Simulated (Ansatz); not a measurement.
**LiNbO2: hydrostatic pressure series**

The calculation used Ansatz 0.2.0, DFT r2SCAN, scalar-relativistic, plane waves, PAW. Run with 500 eV cutoff, 12×12×4 k-mesh, Gaussian smearing of 0.02 eV, no spin polarisation.

Starting point, cell and atoms relaxed:

```
CELL_PARAMETERS angstrom
2.90335 0.00000 0.00000
-1.45168 2.51438 0.00000
0.00000 0.00000 10.43531
ATOMIC_POSITIONS crystal
Li 0.00000 0.00000 0.00000
Li 0.00000 0.00000 0.50000
Nb 0.33333 0.66667 0.75000
Nb 0.66667 0.33333 0.25000
O 0.33333 0.66667 0.12318
O 0.66667 0.33333 0.62318
O 0.33333 0.66667 0.37682
O 0.66667 0.33333 0.87682
```

Cell and atoms are relaxed at each pressure within the symmetry of the start, at zero temperature, so transitions that lower the symmetry aren't seen. The k-mesh given is that at zero pressure and may differ at others. a, b and c are the lengths of the cell vectors above. Gaps are generalised Kohn–Sham gaps over the whole zone.

Pressures computed: -3, 3, 8, 15, 30 GPa.

(1) At which pressure does the cell have a = 2.848, b = 2.848 and c = 10.019 Å?

Answers

(1) About 15 GPa, where V/V0 = 0.924 and the gap is 1.91 eV.